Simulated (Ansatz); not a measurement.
Zn$_{2}$SeS:
```cif
data_SSeZn2
_chemical_formula_sum 'Zn2 Se1 S1'
_space_group_name_H-M_alt 'P 1'
_space_group_IT_number 1
_cell_length_a 6.73478
_cell_length_b 6.73478
_cell_length_c 6.73478
_cell_angle_alpha 33.522
_cell_angle_beta 33.522
_cell_angle_gamma 33.522
loop_
_space_group_symop_operation_xyz
  'x, y, z'
loop_
_atom_site_label
_atom_site_type_symbol
_atom_site_fract_x
_atom_site_fract_y
_atom_site_fract_z
_atom_site_occupancy
Zn1 Zn 0.00391 0.00391 0.00391 1
Zn2 Zn 0.49625 0.49625 0.49625 1
Se1 Se 0.62434 0.62434 0.62434 1
S1 S 0.12547 0.12547 0.12547 1
```

Relaxed with PBEsol. 

Question: HSE06 on this cell (Ansatz, a first-principles code, PAW) gives a gap of 2.69 eV. What does PBEsol give?

Answer: 1.42 eV.

Cost on shared cores: the PBEsol run (SCF on a 8×8×8 mesh, then bands and DOS) around 70 core-seconds (rough), the HSE06 run (SCF on 6×6×6, then a few points) very roughly 9 core-minutes; the tasks are unlike.

Space group R3m. The workflow started from a Materials Project entry (that database holds measured and hypothetical structures alike); the Crystallography Open Database copy checked does not list it. Whether it is the stable phase at ambient conditions was not checked. Symmetry was held in the PBEsol relaxation; of distortions, only those at the zone centre were tested. Scalar-relativistic: spin–orbit coupling is off unless named, which matters more the heavier the elements.

Potentials: the later of the program's two PAW sets.

Ansatz is a plane-wave DFT program.
